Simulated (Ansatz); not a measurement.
Relaxed-ion elastic tensor of B in space group I4_132 (No. 214; B on 8a) in GPa (Voigt order), plane-wave PAW PBEsol (Ansatz code); density 1.44 g/cm³, 12.43 Å³ per atom.

```
 141  94.2  94.2   0.0   0.0   0.0
94.2   141  94.2   0.0   0.0   0.0
94.2  94.2   141   0.0   0.0   0.0
 0.0   0.0   0.0  22.9   0.0   0.0
 0.0   0.0   0.0   0.0  22.9   0.0
 0.0   0.0   0.0   0.0   0.0  22.9
```

**Question.** Is the crystal mechanically stable?

**Answer.** Yes: the smallest eigenvalue of C is 22.9 GPa.

**Question.** Work out the Voigt, Reuss and Hill averages.

**Answer.** K_V = 110, K_R = 110, K_H = 110; G_V = 23.2, G_R = 23.2, G_H = 23.2 GPa.

**Question.** Give Young's modulus, Poisson's ratio, Pugh's ratio and the universal anisotropy index.

**Answer.** E = 9KG/(3K + G) = 65.1 GPa; ν = 0.40; K/G = 4.74 (ductile by the Pugh limit of 1.75); A_U = 5G_V/G_R + K_V/K_R − 6 = 0.00.

**Question.** Estimate the sound speeds and the Debye temperature.

**Answer.** v_l = √((K + 4G/3)/ρ) = 9880 m/s, v_t = √(G/ρ) = 4010 m/s, mean 4540 m/s; Θ = (h/k)(3n/4πV)^(1/3) v_m = 583 K.

**Question.** Give the Zener ratio and Young's modulus along [100], [110] and [111].

**Answer.** A = 2C44/(C11 − C12) = 0.97; 1/E = S11 − 2(S11 − S12 − S44/2)Γ with Γ = 0, 1/4, 1/3 gives 66.2, 64.8, 64.3 GPa.

The start of the workflow was typed in or built on a structure type; neither database checked (COD, Materials Project) lists it. It is not the phase usual at ambient conditions (space group No. 166). The PBEsol relaxation kept the symmetry of its start; phonons on a q-mesh show weakly imaginary modes.

Potentials: the later of the program's two PAW sets.
